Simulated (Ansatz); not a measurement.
KTaO₃ under pressure: fit and missing row

KTaO₃, Pm-3m, a = 3.986 Å. The structure is a Materials Project entry; whether it is the stable form wasn't checked. Ansatz: PBEsol, PAW, 420 eV, Γ-centred 8×8×8 mesh on 5 atoms, Gaussian smearing 0.02 eV; no spin polarisation. Cell and atoms are relaxed at each pressure, and no other structure is tried, so the rows at high pressure may lie past a change of phase.

```
V (Å³/atom) P (GPa)
     10.965    40.03
     11.660    20.01
     12.109     9.96
          ?     5.08
     12.534     2.06
     12.662    -0.05
     12.792    -2.06
```

**Question.** Take V0 = 12.662 Å³/atom, count pressures from its P0 = -0.05 GPa, fit the third-order Birch–Murnaghan form to the other rows, and predict the missing volume.

**Answer.** With the Eulerian strain f = ½[(V0/V)^(2/3) − 1] and y = (P − P0)/[3f(1 + 2f)^(5/2)], the form is the line y = B0 + 1.5 B0 (B0′ − 4) f. Rows (f, y): 0.05034, 208.8; 0.02825, 206.3; 0.01511, 205.0; 0.00340, 203.4; -0.00339, 201.0. Means f = 0.01874, y = 204.90; Σ(Δf)² = 0.001827, ΣΔfΔy = 0.2455; the slope is their ratio. y = 202.4 + 134.4 f GPa, so B0 = 202.4 GPa and B0′ = 4 + 2 × (134.4)/(3 × 202.4) = 4.44. P = 5.08 GPa is met at f = 0.00807 (y = 203.48), so V = V0 (1 + 2f)^(−3/2) = 12.361 Å³/atom. The run gave 12.362 Å³/atom, so the fit is 0.001 Å³/atom too low, within the rms miss on the fitted rows (0.001 Å³/atom).

Spin–orbit coupling is left out, which can shift energies with elements as heavy as these.

Symmetry holds off the tilts and polar distortions that many cubic perovskites undergo.